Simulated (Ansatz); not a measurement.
The start is a relaxed MgSe cell, doubled along one cell vector, shaken by Gaussian noise of σ = 0.08 Å a coordinate. Cell shape, volume and atoms are optimised at zero target pressure with r2SCAN (plane waves to 500 eV, PAW, scalar-relativistic; Ansatz, a first-principles code). The first steps use a 10×5×10 k-mesh.

Starting cell:
```
MgSe
1.0
    0.00000     2.73609     2.73609
    5.47218     0.00000     5.47218
    2.73609     2.73609     0.00000
Mg Se
2 2
Direct
  0.99821   0.00926   0.99438
  0.95645   0.49643   0.01473
  0.52504   0.26400   0.49925
  0.47411   0.76862   0.53955
```

Q: How large is the pressure on the unrelaxed cell, and of which sign?

A: +1.7 GPa (positive: the cell is compressed).

Q: What is the largest force in the starting geometry, and on which atom (counted from 1)?

A: 1.20 eV/Å, on Mg2 (atoms numbered as listed).

Q: How much energy is released per atom?

A: 0.049 eV/atom.

Q: Does it find its way back to the structure it was made from?

A: The parent structure is recovered, Fm-3m (No. 225).

Q: How do the shortest distances between atoms change?

A: The closest pairs of elements (up to four, under 3.6 Å), start → end: Mg–Se 2.46 → 2.74 Å.

Q: What band gap does the relaxed structure have at this level?

A: 2.48 eV, indirect (valence top at Γ, conduction bottom at X) (no spin-orbit coupling).

The end point of the relaxation:

```cif
data_Mg4Se4
_chemical_formula_sum 'Mg4 Se4'
_space_group_name_H-M_alt 'Fm-3m'
_space_group_IT_number 225
_space_group_name_Hall '-F 4 2 3'
_cell_length_a 5.47218
_cell_length_b 5.47218
_cell_length_c 5.47218
_cell_angle_alpha 90.000
_cell_angle_beta 90.000
_cell_angle_gamma 90.000
loop_
_atom_site_label
_atom_site_type_symbol
_atom_site_symmetry_multiplicity
_atom_site_Wyckoff_symbol
_atom_site_fract_x
_atom_site_fract_y
_atom_site_fract_z
_atom_site_occupancy
Mg1 Mg 4 b 0.50000 0.50000 0.50000 1
Se1 Se 4 a 0.00000 0.00000 0.00000 1
```
(The calculation used a cell of 2 atoms; values per cell refer to that cell.)

No spin polarisation in the result.
